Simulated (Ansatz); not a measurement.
An Ansatz (a program for electronic structure) run. Input:

Ansatz 0.2 input:
```yaml
crystal:
  lattice:
    - [4.2488319427, 0.0, 0.0]
    - [0.0, 4.2488319427, 0.0]
    - [0.0, 0.0, 4.2488319427]
  atoms:
    - { symbol: Ti, position: [0.0, 0.5, 0.5] }
    - { symbol: Ti, position: [0.5, 0.0, 0.5] }
    - { symbol: Ti, position: [0.5, 0.5, 0.0] }
    - { symbol: C, position: [0.5, 0.0, 0.0] }
    - { symbol: C, position: [0.0, 0.5, 0.0] }
    - { symbol: C, position: [0.0, 0.0, 0.5] }
kpoints:
  mp_grid: { grid: [10, 10, 10] }
hamiltonian:
  xc: r2scan
  pseudopotentials: { azcp: { folder: ./paw }, kind: paw }
scf:
  occupations: { method: gaussian, width: 0.05 }
checkpoint: { read: metal.run }
output: { write_density: true, elf: true, volumetric_format: npy }
basis: { fft_grid_basis: typed }
```

Output (shortened):

```
Pseudopotential: Ti, paw, valence charge 12
Pseudopotential: C, paw, valence charge 4
Functional definition: r2SCAN
Crystal: 6 atoms, lattice volume = 76.702 Å³
Basis set: ecut = 500 eV, 1935 PW (Γ), exchange–correlation on 128×128×128 points (64 copies of the dense FFT grid, shifted against one another)
Bands: 36, of which v1, the nominal top of the filled ones, is band 24 counted from 1 (23 counted from 0)
Symmetry: 48 space group operations
Space group: Pm-3m (ITA 221), of the structure as read, at distance tolerance 4.2e-5 Å
k-points: 56 of 1000
Stability of the state it starts from, as read at its close in the unpolarized treatment …
iter 1 solved again at ethr=2.21e-7 eV; its pass at ethr=3.10e-3 eV (dr2=1.06e-4 eV) is discarded
SCF iter   1: F=—  HF=-8265.477221 eV  |F-HF|=—  |Δ(HF+E_count)|=         —  Δρ=4.56e-7  dr2=1.61e-10  dr2_τ=9.36e-12  ethr=2.21e-7  ⟨swp⟩=3.0  Hψ=11557  notcnv=0
preconditioner: auto → Kerker (q_TF=auto, 2.523 Å⁻¹)
SCF iter   2: F=—  HF=-8265.477222 eV  |F-HF|=—  |Δ(HF+E_count)|=   1.17e-6  Δρ=3.26e-7  dr2=8.04e-11  dr2_τ=9.15e-12  ethr=1.00e-12  ⟨swp⟩=6.1  Hψ=6644  notcnv=0
SCF iter   3: F=-8265.477222 eV  HF=-8265.477222 eV  |F-HF|=3.64e-12  |Δ(HF+E_count)|=  1.82e-12  Δρ=1.70e-7  dr2=1.75e-11  dr2_τ=1.17e-12  ethr=1.00e-12  ⟨swp⟩=1.0  Hψ=4272  notcnv=0
SCF 1 converged in 3 iterations: F = -8265.477222 eV  dr2 = 1.75e-11
SCF converged after 3 iterations
Free energy (F): -8265.477222 eV
Harris-Foulkes:  -8265.477222 eV  (|F-HF|=3.64e-12)
Internal energy: -8265.470299 eV  (E = F + TS)
E sigma→0 (E₀):  -8265.473761 eV
Entropy (-TS):   -0.006923 eV (-1.154 meV/atom)
Fermi energy:    10.800011 eV
--- Per-component energies (eV) ---
  E_band       = -549.698710
  E_kinetic    = 1083.350508
  E_local      = -3164.898636  (includes V_loc(G=0)·N_el)
  E_nonlocal   = 249.246627
  E_hartree    = 1232.293858
  E_xc         = -471.703659
  E_vxc        = -667.319160  (∫ρ·V_xc dr)
  E_paw        = -3452.497991  (= ΣΔE_a)
  E_vpaw       = -555.270490  (= ΣTr[D̂ρ^β])
  E_aug_tail   = -0.000066  (compensation charges beyond the density's cutoff)
  E_vtau       = 40.604812  (kinetic-family band-sum trace: ∫τ·v_τ [+ j·A + Jᵃ·Aᵃ] dr)
  E_ewald      = -3740.426248
  E_core_change = -0.834691  (= ΣΔE_core)
  E_smearing   = -0.006923  (= −TS)
  E_closure    = 0.000000  (closes the sum)
  Σ components = -8265.477222   (vs F -8265.477222, Δ=0.00e0)
  [band-id]    e_kinetic+e_local+e_nonlocal+2·e_hartree+e_vxc+e_vpaw+e_augmentation_tail+e_vtau = -549.698690   (vs E_band -549.698710, Δ=1.98e-5)
--- Band table (eV; the first three rows and the last of 56) ---
  k-point 0: bands = ["-48.1051", "-48.0160", "-48.0160", "-23.4775", "-23.4775", "-23.4775", "-23.2090", "-23.2090", "-23.2090", "-23.1189", "-23.1189", "-23.1189", "-1.4949", "0.8121", "0.8121", "7.8050", "8.2452", "8.2452", "8.2452", "10.1821", "10.1821", …
  k-point 1: bands = ["-48.1031", "-48.0180", "-48.0160", "-23.4727", "-23.4727", "-23.4699", "-23.2105", "-23.2105", "-23.2099", "-23.1285", "-23.1222", "-23.1222", "-1.4237", "0.7818", "0.8748", "7.7377", "8.2238", "8.2238", "8.2574", "10.0745", "10.0745", …
  k-point 2: bands = ["-48.0976", "-48.0235", "-48.0160", "-23.4594", "-23.4594", "-23.4477", "-23.2154", "-23.2154", "-23.2122", "-23.1559", "-23.1307", "-23.1307", "-1.2185", "0.6845", "1.0478", "7.4725", "8.1652", "8.1652", "8.4027", "9.7824", "9.9015", …
  k-point 55: bands = ["-48.0454", "-48.0454", "-48.0454", "-23.6222", "-23.4338", "-23.4338", "-23.4338", "-23.1877", "-23.1877", "-23.0573", "-23.0573", "-23.0573", "1.5845", "1.5845", "1.5845", "5.6330", "6.1663", "6.1663", "6.1663", "7.6306", "7.6306", …
```

Cost: about 26 core-seconds (a rough figure) on shared cores.

The start of the workflow was typed in or built on a structure type; neither database checked (COD, Materials Project) lists it. It is not the phase usual at ambient conditions (space group No. 225). The r²SCAN relaxation kept the symmetry of its start; its stability against distortions is not shown here. No spin polarisation was allowed. Its formation energy is positive at this level, so the cell may be metastable or incomplete.

Potentials: the earlier of the program's two PAW sets. The files were generated under PBE; for other functionals the program regenerates the frozen cores, and for LDA and PBEsol the local potential too.

Ansatz is a plane-wave DFT program.
